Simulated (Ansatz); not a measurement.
## Energy against volume for PbS (rock salt)

PbS (rock salt)

```cif
data_Pb4S4
_chemical_formula_sum 'S4 Pb4'
_space_group_name_H-M_alt 'Fm-3m'
_space_group_IT_number 225
_space_group_name_Hall '-F 4 2 3'
_cell_length_a 5.97449
_cell_length_b 5.97449
_cell_length_c 5.97449
_cell_angle_alpha 90.000
_cell_angle_beta 90.000
_cell_angle_gamma 90.000
loop_
_atom_site_label
_atom_site_type_symbol
_atom_site_symmetry_multiplicity
_atom_site_Wyckoff_symbol
_atom_site_fract_x
_atom_site_fract_y
_atom_site_fract_z
_atom_site_occupancy
S1 S 4 a 0.00000 0.00000 0.00000 1
Pb1 Pb 4 b 0.50000 0.50000 0.50000 1
```
(The calculation used a cell of 2 atoms; values per cell refer to that cell.)

The volume is varied about the relaxed value V₀ at fixed cell shape. Symmetry pins the atoms to their sites.

The numbers are results of r2SCAN (plane waves to 500 eV, PAW, scalar-relativistic; Ansatz, a quantum-chemistry and plane-wave program), not measurements. k mesh 10×10×10 (Γ-centred), Fermi-Dirac smearing 0.05 eV. The energy includes the smearing's −TS. Stress and pressure are positive under compression. PbS was relaxed with its symmetry unable to fall. Spin-orbit coupling is left out, though Pb is heavy. The zero of ΔE is the relaxed starting cell.

```tsv
V/V₀	ΔE (kJ/mol of atoms)	P (GPa)
0.900	5.58	7.62
0.917	3.76	6.06
0.933	2.33	4.62
0.950	1.27	3.31
0.967	0.55	2.11
0.983	0.13	1.01
1.000	0.00	0.00
1.017	0.13	-0.92
1.033	0.49	-1.77
1.050	1.07	-2.54
1.067	1.84	-3.25
1.083	2.80	-3.90
1.100	3.92	-4.49
```

What the scan shows:

```yaml
pressure_at_the_smallest_volume: 7.62 GPa
energy_cost_of_the_largest_compression: 57.9 meV/atom
energy_cost_of_the_largest_expansion: 40.6 meV/atom
Bulk modulus B₀ (third-order Birch-Murnaghan fit): 57.8 GPa
Pressure derivative B₀′ (fit): 4.3
equilibrium_volume_of_the_fit: 26.66 Å³/atom
Pressure for 5 % compression (fit): 3.3 GPa
```

The 13 points together took about 40 core-seconds (a rough figure).

(A scan under strain: stresses follow from slopes of the energy per volume, elastic moduli from its curvatures.)
